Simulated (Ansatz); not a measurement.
Data:

Yb (fcc, Cu type)

```
CELL_PARAMETERS angstrom
      5.20151     0.00000     0.00000
      0.00000     5.20151     0.00000
      0.00000     0.00000     5.20151
ATOMIC_POSITIONS crystal
  Yb 0.00000 0.00000 0.00000
  Yb 0.50000 0.50000 0.00000
  Yb 0.50000 0.00000 0.50000
  Yb 0.00000 0.50000 0.50000
```

In each cell atom 1 (Yb, nearest neighbour Yb at 3.678 Å; its periodic images, 5.2 Å or more away, move with it) moves by s·(-0.707, -0.707, 0.000) (towards the nearest neighbour), the rest being held.

Calculation: r2SCAN (plane waves to 500 eV, PAW, scalar-relativistic; Ansatz, an electronic-structure program). k mesh 7×7×7 (Γ-centred), Fermi-Dirac smearing 0.05 eV. E stands for the smeared free energy. Left out: 4 of 11 points, with atoms too close for the PAW data. With partly filled bands, energies and forces of such displacements shift with the k mesh and the smearing. The relaxed volume of Yb is well below the measured one. Yb is run without spin polarisation. Yb was relaxed with its symmetry unable to fall. The f-shell state is unchecked: a lower one may exist. The zero of ΔE is the undisplaced structure.

The scan covers s from -0.660 to 0.660 Å in 7 points.

**Question.** Is this a single well or a double well?

**Answer.** A single well with its minimum at or next to zero displacement.

**Question.** Is the energy the same for equal positive and negative displacements?

**Answer.** Even: the same for both signs. With its periodic images moving along, the atom's site symmetry in this cell is m-3m.

**Question.** What is the force constant k = d²E/ds² of this move at s = 0?

**Answer.** 3.18 eV/Å².

(For displaced atoms, the force is minus the slope of the energy, and its curvature is a force constant, which sets phonon frequencies.)
